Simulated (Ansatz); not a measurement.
Input file for Ansatz (a quantum-chemistry and plane-wave program):

Ansatz 0.2 input:
```yaml
crystal:
  lattice:
    - [3.2295977489, 0.0, 0.0]
    - [-1.6147988745, 2.7969136946, 0.0]
    - [0.0, 0.0, 4.9853198017]
  atoms:
    - { symbol: Sc, position: [0.3333333333, 0.6666666667, 0.75] }
    - { symbol: Sc, position: [0.6666666667, 0.3333333333, 0.25] }
kpoints:
  mp_grid: { grid: [30, 30, 17] }
hamiltonian:
  xc: lda
  pseudopotentials: { kind: paw }
scf:
  occupations: { method: fermi_dirac, width: 0.1 }
elastic: { mode: relaxed_ion, stencil: two_point, amplitude: 0.005, f_tol: 0.0005 }
```

Output (shortened):

```
Pseudopotential: Sc, paw, valence charge 11
Functional definition: SPW92
Crystal: 2 atoms, lattice volume = 45.032 Å³
Basis set: ecut = 420 eV, 905 PW (Γ)
Bands: 15, of which v1, the nominal top of the filled ones, is band 11 counted from 1 (10 counted from 0)
Symmetry: 24 space group operations
Space group: P63/mmc (ITA 194), of the structure as read, at distance tolerance 3.6e-5 Å
k-points: 819 of 15300
SCF 1 converged in 8 iterations: F = -4178.088213 eV  dr2 = 1.35e-14
Crystal: 2 atoms, lattice volume = 44.807 Å³
Basis set: ecut = 420 eV, 881 PW (Γ)
Symmetry: 8 space group operations
k-points: 2169 of 15300
SCF 2 converged in 8 iterations: F = -4178.087719 eV  dr2 = 2.24e-14
relax step   1: F+E_penalty+E_count = -4178.08771898 eV  Δ(F+E_penalty+E_count) = +0.000e0 eV  max|allowed force component| = 9.090e-3 eV/Å  Δτ_max = 0.0000 Å  (8 SCF iters, accepted)
Crystal: 2 atoms, lattice volume = 44.807 Å³
SCF 3 converged in 6 iterations: F = -4178.087743 eV  dr2 = 1.68e-14
relax step   2: F+E_penalty+E_count = -4178.08774269 eV  Δ(F+E_penalty+E_count) = -2.370e-5 eV  max|allowed force component| = 3.105e-3 eV/Å  Δτ_max = 0.0040 Å  (6 SCF iters, accepted)
Crystal: 2 atoms, lattice volume = 44.807 Å³
SCF 4 converged in 9 iterations: F = -4178.087746 eV  dr2 = 0.0
relax step   3: F+E_penalty+E_count = -4178.08774581 eV  Δ(F+E_penalty+E_count) = -3.120e-6 eV  max|allowed force component| = 5.896e-6 eV/Å  Δτ_max = 0.0010 Å  (9 SCF iters, accepted)
Crystal: 2 atoms, lattice volume = 44.807 Å³
SCF 5 converged in 6 iterations: F = -4178.087746 eV  dr2 = 0.0
Crystal: 2 atoms, lattice volume = 45.257 Å³
SCF 6 converged in 8 iterations: F = -4178.087873 eV  dr2 = 2.31e-14
relax step   1: F+E_penalty+E_count = -4178.08787264 eV  Δ(F+E_penalty+E_count) = +0.000e0 eV  max|allowed force component| = 9.165e-3 eV/Å  Δτ_max = 0.0000 Å  (8 SCF iters, accepted)
Crystal: 2 atoms, lattice volume = 45.257 Å³
SCF 7 converged in 6 iterations: F = -4178.087900 eV  dr2 = 4.33e-15
relax step   2: F+E_penalty+E_count = -4178.08789964 eV  Δ(F+E_penalty+E_count) = -2.701e-5 eV  max|allowed force component| = 5.280e-5 eV/Å  Δτ_max = 0.0030 Å  (6 SCF iters, accepted)
Crystal: 2 atoms, lattice volume = 45.257 Å³
SCF 8 converged in 6 iterations: F = -4178.087900 eV  dr2 = 0.0
Crystal: 2 atoms, lattice volume = 44.807 Å³
SCF 9 converged in 6 iterations: F = -4178.087184 eV  dr2 = 3.05e-14
Crystal: 2 atoms, lattice volume = 45.257 Å³
SCF 10 converged in 5 iterations: F = -4178.088463 eV  dr2 = 5.49e-16
Crystal: 2 atoms, lattice volume = 45.032 Å³
Basis set: ecut = 420 eV, 897 PW (Γ)
Symmetry: 4 space group operations
k-points: 3961 of 15300
SCF 11 converged in 9 iterations: F = -4178.088092 eV  dr2 = 7.72e-15
relax step   1: F+E_penalty+E_count = -4178.08809222 eV  Δ(F+E_penalty+E_count) = +0.000e0 eV  max|allowed force component| = 1.296e-4 eV/Å  Δτ_max = 0.0000 Å  (9 SCF iters, accepted)
Crystal: 2 atoms, lattice volume = 45.032 Å³
SCF 12 converged in 6 iterations: F = -4178.088092 eV  dr2 = 0.0
Crystal: 2 atoms, lattice volume = 45.032 Å³
SCF 13 converged in 9 iterations: F = -4178.088092 eV  dr2 = 9.57e-15
relax step   1: F+E_penalty+E_count = -4178.08809222 eV  Δ(F+E_penalty+E_count) = +0.000e0 eV  max|allowed force component| = 1.296e-4 eV/Å  Δτ_max = 0.0000 Å  (9 SCF iters, accepted)
Crystal: 2 atoms, lattice volume = 45.032 Å³
SCF 14 converged in 6 iterations: F = -4178.088092 eV  dr2 = 1.10e-19
SCF converged after 8 iterations
Free energy (F): -4178.088213 eV
Harris-Foulkes:  -4178.088213 eV  (|F-HF|=9.09e-13)
Internal energy: -4177.973292 eV  (E = F + TS)
E sigma→0 (E₀):  -4178.030753 eV
Entropy (-TS):   -0.114920 eV (-57.460 meV/atom)
Fermi energy:    10.039016 eV
--- Per-component energies (eV) ---
  E_band       = -311.869553
  E_kinetic    = 522.975983
  E_local      = -1619.039393  (includes V_loc(G=0)·N_el)
  E_nonlocal   = 174.778569
  E_hartree    = 550.831008
  E_xc         = -206.430569
  E_vxc        = -257.354814  (∫ρ·V_xc dr)
  E_paw        = -1820.394734  (= ΣΔE_a)
  E_vpaw       = -234.891927  (= ΣTr[D̂ρ^β])
  E_aug_tail   = 0.000018  (compensation charges beyond the density's cutoff)
  E_ewald      = -1781.304020
  E_core_change = 0.609846  (= ΣΔE_core)
  E_smearing   = -0.114920  (= −TS)
  E_closure    = 0.000000  (closes the sum)
  Σ components = -4178.088213   (vs F -4178.088213, Δ=0.00e0)
--- Forces (eV/Å), atoms counted from 1 ---
  atom   1  Sc     0.00000000     0.00000000     0.00000000
  atom   2  Sc     0.00000000     0.00000000     0.00000000
  max |Σ_I F_I| component: 2.78e-17 eV/Å
--- Stress (GPa, compression-positive) ---
        0.052475       0.000000       0.000000
        0.000000       0.052475       0.000000
        0.000000       0.000000       0.453294
  P = ⅓ Tr σ = 0.1861 GPa (1.861 kbar)
--- Band table (eV; the first three rows and the last of 819) ---
  k-point 0: bands = ["-38.6463", "-38.5335", "-17.8551", "-17.3714", "-17.3714", "-17.2762", "-17.2762", "-17.2374", "4.8141", "8.2863", "11.0402", "11.6808", "11.6808", "12.0378", "12.2034"]
  k-point 1: bands = ["-38.6453", "-38.5345", "-17.8501", "-17.3706", "-17.3706", "-17.2770", "-17.2770", "-17.2429", "4.8401", "8.2634", "11.0124", "11.6623", "11.6623", "12.0198", "12.1849"]
  k-point 2: bands = ["-38.6425", "-38.5374", "-17.8351", "-17.3682", "-17.3682", "-17.2794", "-17.2794", "-17.2593", "4.9177", "8.1913", "10.9415", "11.6180", "11.6180", "11.9665", "12.1326"]
  k-point 818: bands = ["-38.5355", "-38.5355", "-17.7233", "-17.7233", "-17.5781", "-17.5588", "-17.3359", "-17.3359", "9.5952", "9.5968", "9.8389", "9.8389", "10.4237", "10.4237", "12.5343"]
--- Elastic constants: 3 strain directions × 2 members + reference (group order 24) ---
  dense FFT box of the reference and of every strained cell: 24×24×36
  strains applied: 11, 33, 23; error gains …
  C = ∂σ_k/∂η_j (tension-positive GPa; Voigt order 11 22 33 23 13 12):
       111.008     41.104     34.330      0.000      0.000      0.000
        41.104    111.008     34.330      0.000      0.000      0.000
        34.736     34.736    110.773      0.000      0.000      0.000
         0.000      0.000      0.000     34.179      0.000      0.000
         0.000      0.000      0.000      0.000     34.179      0.000
         0.000      0.000      0.000      0.000      0.000     34.952
  reference stress σ⁰ (GPa):     -0.052     -0.052     -0.453      0.000      0.000      0.000
  moduli (Voigt/Reuss/Hill, GPa): K = 61.46/61.42/61.44   G = 35.50/35.40/35.45   E = 89.20   ν = 0.258
  mechanically stable: yes (min eigenvalue of sym C = 34.18 GPa)
  strain η (Voigt 11):  stress-route row diagonal C_11 = 111.01 GPa, energy-path curvature d²(F+E_count+ΔE)/dδ²/Ω₀ = 111.02 GPa
         δ    σ_11 (GPa)             F (eV)   n_scf  n_hpsi   n_pw
    -5.000e-3      -0.6143       -4178.0877458       6  448595    901   relax 3 steps, max|allowed force component| 5.90e-6 eV/Å
     5.000e-3       0.4958       -4178.0878996       6  449503    913   relax 2 steps, max|allowed force component| 5.28e-5 eV/Å
  strain η (Voigt 33):  stress-route row diagonal C_33 = 110.77 GPa, energy-path curvature d²(F+E_count+ΔE)/dδ²/Ω₀ = 110.77 GPa
         δ    σ_33 (GPa)             F (eV)   n_scf  n_hpsi   n_pw
    -5.000e-3      -1.0132       -4178.0871837       6  225418    899   relax 0 steps, max|allowed force component| 6.94e-17 eV/Å
     5.000e-3       0.0945       -4178.0884635       5  167507    906   relax 0 steps, max|allowed force component| 7.40e-17 eV/Å
  strain η (Voigt 23):  stress-route row diagonal C_44 = 34.18 GPa, energy-path curvature d²(F+E_count+ΔE)/dδ²/Ω₀ = 34.31 GPa
         δ    σ_23 (GPa)             F (eV)   n_scf  n_hpsi   n_pw
    -5.000e-3      -0.1709       -4178.0880922       6  820140    905   relax 1 steps, max|allowed force component| 1.30e-4 eV/Å
     5.000e-3       0.1709       -4178.0880922       6  819996    905   relax 1 steps, max|allowed force component| 1.30e-4 eV/Å
```

Cost: around 23 core-minutes (rough) on shared cores.

Space group P6_3/mmc (hcp (Mg type)). Symmetry was held in the LDA relaxation. No spin polarisation was allowed. As this level gives no gap, shear constants depend on the k-mesh and smearing (Fermi–Dirac, 0.1 eV here). Axis ratios of metals converge slowly with the k-mesh, so a and c are less sure than the volume. On the denser mesh and wider smearing of the elastic run this cell carries a stress of 0.5 GPa.

Potentials: the later of the program's two PAW sets.

Ansatz is a plane-wave DFT program.
